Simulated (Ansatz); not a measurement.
InP in space group P-6m2 (No. 187; In on 1a, P on 1f) at seven volumes, plane-wave PAW r²SCAN (Ansatz code), shape and atoms relaxed at each. One row is withheld.

| V (Å³/atom) | P (GPa) |
|---|---|
| 19.613 | 8.12 |
| 20.260 | 4.85 |
| 20.906 | 2.34 |
| 21.553 | 0.00 |
| 22.200 | ? |
| 22.846 | -3.50 |
| 23.493 | -4.78 |

Problem. Fit the shown pressures and predict the withheld one.

Solution. P = (3/2)B₀(x^(7/2) − x^(5/2))[1 + (3/4)(B′ − 4)(x − 1)] with x = (V₀/V)^(2/3). Least squares on the six rows gives V₀ = 21.557 Å³/atom, B₀ = 68.4 GPa, B′ = 4.74. At V = 22.200, x = 0.9806 and P = -1.88 GPa. The run itself gave -1.96 GPa.

A made-up cell: these elements were put on the sites of a structure type; neither database checked (COD, Materials Project) lists it. It is not the phase usual at ambient conditions (space group No. 216). The cell was relaxed with r²SCAN under the symmetry of its start; its stability against distortions is not shown here.

Potentials: the later of the program's two PAW sets.
